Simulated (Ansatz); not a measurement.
PbS:
Space group Pnma (No. 62); a = 12.042 Å, b = 4.209 Å, c = 4.345 Å, α = β = γ = 90.00°

| atom | site | symmetry | x | y | z |
|---|---|---|---|---|---|
| Pb | 4c | .m. | 0.3719 | 0.2500 | 0.3097 |
| S | 4c | .m. | 0.1436 | 0.2500 | 0.3820 |

Relaxed with r²SCAN+D4.

Question: Which orbitals make up the states near the band edges in r²SCAN+D4 in the plane-wave PAW code Ansatz?

Answer: Top 1 eV of the valence band: S 3p 72 %, Pb 6s 14 %, Pb 6p 11 %. Bottom 1 eV of the conduction band: Pb 6p 70 %, S 3s 11 %, S 3p 11 %. Projections are on Löwdin-orthogonalised atomic valence shells; empty p or d shells of many metals are not among them.

Question: Tabulate the density of states.

Answer: States/eV per cell of 8 atoms, in 0.25 eV bins, energy from the valence-band maximum.

```
E (eV)  total  S 3p  Pb 6p  Pb 6s
------  -----  ----  -----  -----
-7.85    6.26  1.17   0.13   4.69
-7.60    6.55  1.14   0.11   4.88
-7.35    5.95  0.97   0.11   4.33
-7.10    2.71  0.44   0.04   1.84
-6.85    1.56  0.25   0.02   1.00
-6.60    1.18  0.17   0.02   0.75
-6.35    0.96  0.11   0.01   0.62
-6.10    0.61  0.05   0.01   0.40
-5.85    0.13  0.01   0.00   0.09
-5.60    0.00  0.00   0.00   0.00
-5.35    0.00  0.00   0.00   0.00
-5.10    0.00  0.00   0.00   0.00
-4.85    0.00  0.00   0.00   0.00
-4.60    0.00  0.00   0.00   0.00
-4.35    0.43  0.23   0.18   0.01
-4.10    1.91  1.08   0.76   0.04
-3.85    3.09  1.81   1.15   0.07
-3.60    3.79  2.31   1.33   0.08
-3.35    4.27  2.70   1.39   0.09
-3.10    5.32  3.50   1.62   0.10
-2.85    6.61  4.56   1.81   0.11
-2.60    6.99  4.96   1.74   0.15
-2.35    7.29  5.28   1.65   0.20
-2.10    8.27  6.22   1.65   0.24
-1.85    9.19  7.25   1.50   0.25
-1.60    8.50  7.03   1.05   0.25
-1.35    5.64  4.56   0.65   0.32
-1.10    5.68  4.09   0.80   0.67
-0.85    7.19  5.13   0.92   0.98
-0.60    6.36  4.58   0.70   0.94
-0.35    5.02  3.72   0.42   0.75
-0.10    0.46  0.33   0.04   0.08
0.15     0.00  0.00   0.00   0.00
0.40     0.00  0.00   0.00   0.00
0.65     0.00  0.00   0.00   0.00
0.90     0.00  0.00   0.00   0.00
1.15     0.00  0.00   0.00   0.00
1.40     0.00  0.00   0.00   0.00
1.65     0.55  0.05   0.38   0.02
1.90     2.67  0.26   1.89   0.11
2.15     3.14  0.35   2.21   0.12
2.40     3.53  0.43   2.47   0.11
2.65     4.01  0.51   2.85   0.10
2.90     3.85  0.50   2.79   0.07
3.15     5.03  0.66   3.72   0.07
3.40     5.23  0.74   3.86   0.06
3.65     6.04  0.91   4.45   0.06
3.90     6.65  1.10   4.77   0.06
4.15     7.40  1.36   5.04   0.06
4.40     6.91  1.35   4.65   0.05
4.65     5.88  1.15   3.98   0.04
4.90     6.17  1.29   3.95   0.04
5.15     7.47  1.60   4.74   0.04
5.40     7.96  1.80   4.92   0.04
5.65     5.77  1.45   3.44   0.03
5.90     4.06  1.12   2.39   0.02
6.15     2.37  0.66   1.40   0.01
```

The workflow started from a Materials Project entry (that database holds measured and hypothetical structures alike); the Crystallography Open Database copy checked does not list it. It is not the phase usual at ambient conditions (space group No. 225). The cell was relaxed with r²SCAN+D4 under the symmetry of its start; of distortions, only those at the zone centre were tested. Scalar-relativistic: spin–orbit coupling is off unless named, which matters more the heavier the elements.

Potentials: the earlier of the program's two PAW sets.
